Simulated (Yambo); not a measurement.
A G0W0@PBEsol run in Yambo for Ba$_{2}$CdB$_{2}$O$_{6}$ (space group C2/m, No. 12) (2×2×2 Γ-centred k mesh, bands 5 to 241 and a 7 Ry block in the screening, 241 bands in G with the Bruneval-Gonze terminator, plasmon pole fitted at 27.2 eV) gives these matrix elements, in eV, at the band edges (Γ → Γ):

| state | E0 | <Vxc> | <Σx> | <Σc(E0)> | Z |
|---|---|---|---|---|---|
| valence edge | 0.000 | -20.090 | -25.631 | 4.380 | 0.793 |
| conduction edge | 2.956 | -12.563 | -7.898 | -3.506 | 0.847 |

### Question
Solve the linearised quasiparticle equation for both states, give the gap, and say how exchange and correlation each act on it.

### Answer
E = E0 + Z(Σx + Σc − Vxc). Valence: 0.000 + 0.793 × (-25.631 + (4.380) − (-20.090)) = -0.92 eV. Conduction: 2.956 + 0.847 × (-7.898 + (-3.506) − (-12.563)) = 3.94 eV. The gap is 4.86 eV, against 2.96 eV in PBEsol. Replacing Vxc by bare exchange alone would open it by 10.21 eV; correlation takes back 7.89 eV of that, and Z scales what is left. Nearest settings tried, and what they do to the gap: 161 bands in G: +8 meV; 161 bands in W, 161 bands in G: +97 meV; 6 Ry block (255 vectors against 345): -43 meV; 2×2×1 mesh: -47 meV. So the settings aren't converged at that level. The k mesh is coarse. Spin-orbit splittings are left out.

Geometry of the Materials Project entry, not relaxed at this level; primitive cell a = 5.5975 Å, b = 5.5975 Å, c = 6.7668 Å, α = 114.23°, β = 114.23°, γ = 57.73°.

The structure is a Materials Project entry; no match was found in the copy of COD used, and its stability was not checked.
